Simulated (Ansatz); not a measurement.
Space group Cmc2_1 (No. 36). a = 3.183 Å, b = 11.170 Å, c = 4.991 Å, α = 90.00°, β = 90.00°, γ = 90.00°
```
atom site symmetry x y z
   P    4a m..  0.5000  0.9309  0.1174
   P    4a m..  0.5000  0.7994  0.8005
   W    4a m..  0.5000  0.5933  0.9991
```

Equation of state of this P$_{2}$W structure (not necessarily the ground state), with shape and atoms relaxed at each volume where symmetry leaves them free. It has no gap at any of these volumes. The calculation used Ansatz, DFT r2SCAN, scalar-relativistic, plane waves, PAW.

Plane waves to 500 eV, a k mesh through Γ of 12×12×8 on the computed 6-atom cell and Gaussian smearing (0.10 eV); no spin polarisation.

```tsv
V (Å³/atom)	E − E(largest V) (meV/atom)	P (GPa)
13.012	84.89	32.30
13.455	9.55	22.38
13.899	-40.26	13.79
14.342	-67.96	6.38
14.786	-76.60	0.01
15.229	-68.88	-5.46
15.673	-47.16	-10.12
16.264	0.00	-15.23
```

Fit a third-order Birch–Murnaghan equation to E(V).

V0 = 14.79 Å³/atom, B0 = 196 GPa, B0' = 4.0.

Spin-orbit coupling is left out, which matters for the bands of heavy elements.